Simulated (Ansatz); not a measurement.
Values for one crystal, relaxed and computed with DFT-r²SCAN in the program Ansatz with PAW potentials; other levels are named.

Volume per atom: 10.15 Å³
Electronic character: metallic (no gap)
Density of states at the Fermi level: 0.63 states/eV per atom (mean over ±0.08 eV)
Formation energy from the elements (no fitted shifts): -0.014 eV/atom

Task: Which of these materials gives this?
(A) CuSe, Cmcm (Cu on 8f, Cu on 4c, Se on 4c, Se on 8f)
(B) CuNi3N, anti-perovskite
(C) SiNi, Pnma (Si on 4c, Ni on 4c)
(D) Ta2N, P-31m (Ta on 6k, N on 2d, N on 1a)

Result: B, CuNi3N, anti-perovskite

Space group Pm-3m (anti-perovskite). The first step of the workflow began from a Materials Project structure, measured or hypothetical; the Crystallography Open Database copy checked does not list it. Whether it is the stable phase at ambient conditions was not checked. Symmetry was held in the r²SCAN relaxation; its stability against distortions is not shown here. Magnetic state: ferromagnetic, the only order run, not a proven ground state. Other orbital occupations within this spin state were not tried. No Hubbard U is applied. The references are the lowest solids computed at this level, not always the standard phases (solids in place of the gases).

Potentials: the earlier of the program's two PAW sets.
